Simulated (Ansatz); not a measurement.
**YbSi2: computed property card**

YbSi$_{2}$:
```yaml
crystal:
  lattice:
    - [-2.04110, 2.04110, 6.76371]
    - [2.04110, -2.04110, 6.76371]
    - [2.04110, 2.04110, -6.76371]
  atoms:
    - { symbol: Yb, position: [0.25000, 0.75000, 0.50000] }
    - { symbol: Yb, position: [0.50000, 0.50000, 0.00000] }
    - { symbol: Si, position: [0.08404, 0.08404, 0.00000] }
    - { symbol: Si, position: [0.83404, 0.33404, 0.50000] }
    - { symbol: Si, position: [0.66596, 0.16596, 0.50000] }
    - { symbol: Si, position: [0.91596, 0.91596, 0.00000] }
```

Space group I4_1/amd (No. 141); conventional cell a = 4.0822 Å, b = 4.0822 Å, c = 13.5274 Å, α = 90.00°, β = 90.00°, γ = 90.00°.

Method: r²SCAN in the plane-wave PAW code Ansatz. The cell and atoms are relaxed at this level. Other levels are named where they apply.

Cell and energy:

```json
{
  "volume_per_atom": "18.79 Å³",
  "density": "6.75 g/cm³",
  "Formation energy from the elements (no fitted shifts)": "-0.56 eV/atom"
}
```

Electronic structure:

```json
{
 "electronic_character": "metallic (no gap)",
 "Density of states at the Fermi level": "0.38 states/eV per atom (mean over ±0.08 eV)",
 "Gap with spin–orbit coupling": "none (metallic)"
}
```

Mechanics:

```json
{
 "Bulk modulus (Birch–Murnaghan fit)": "64.9 GPa",
 "Pressure derivative B′": "4.7"
}
```

Charges:

```json
{
 "bader_charges": "Yb +1.37, Si -0.69 e"
}
```

The first step of the workflow began from a Materials Project structure, measured or hypothetical; the Crystallography Open Database copy checked does not list it. COD files the formula under space group No. 191. Its standing as an ambient phase is unchecked. The r²SCAN relaxation kept the symmetry of its start; whether a distortion lowers the energy is not shown. The run is not spin-polarised. The 4f shell is in the valence. No Hubbard U is applied. The references are the lowest solids computed at this level, not always the standard phases. Spin–orbit coupling is left out wherever it is not named.

Potentials: the later of the program's two PAW sets.
